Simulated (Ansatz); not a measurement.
One crystal and one scan (scan of one atom of the cell) at two levels, PBE (plane waves to 420 eV, PAW, scalar-relativistic; Ansatz, a program for electronic structure) and r2SCAN (plane waves to 500 eV, PAW, scalar-relativistic; Ansatz), each from its own relaxed cell and on its own mesh.

The crystal is TiAl (CuAu type, space group P4/mmm); one Al atom of a 4-atom cell moves by s along Cartesian [110], with its periodic images.

Energies are smeared free energies. TiAl is run without spin polarisation. TiAl was relaxed with its symmetry unable to fall. With partly filled bands, energies and forces of such displacements shift with the k mesh and the smearing. Both scans cover s from -0.560 to 0.560 Å.

```
quantity                                                          run 1  run 2
----------------------------------------------------------------  -----  -----
Lattice constant a (Å)                                            2.813  2.824
Lattice constant c (Å)                                            4.058  4.071
Relaxed volume (Å³/atom)                                          16.06  16.24
Energy at s = 0.560 Å (meV/cell)                                    998    913
Force along the line at s = -0.560 Å (eV/Å)                       3.681  3.385
Force constant k = d²E/ds² at s = 0 (finite differences) (eV/Å²)   6.08   5.54
```

**Question.** Which run is which level?

**Answer.** Run 2 is PBE, run 1 is r2SCAN. PBE gives the higher value for: lattice constant a; lattice constant c; relaxed volume. PBE gives the lower value for: energy at s = 0.560 Å; force along the line at s = -0.560 Å; force constant k = d²E/ds² at s = 0. Both give the same symmetry of the curve: even: the same for both signs. Neither level is exact: the differences show how much the result hangs on the functional.

(For displaced atoms, the force is minus the slope of the energy, and its curvature is a force constant, which sets phonon frequencies.)
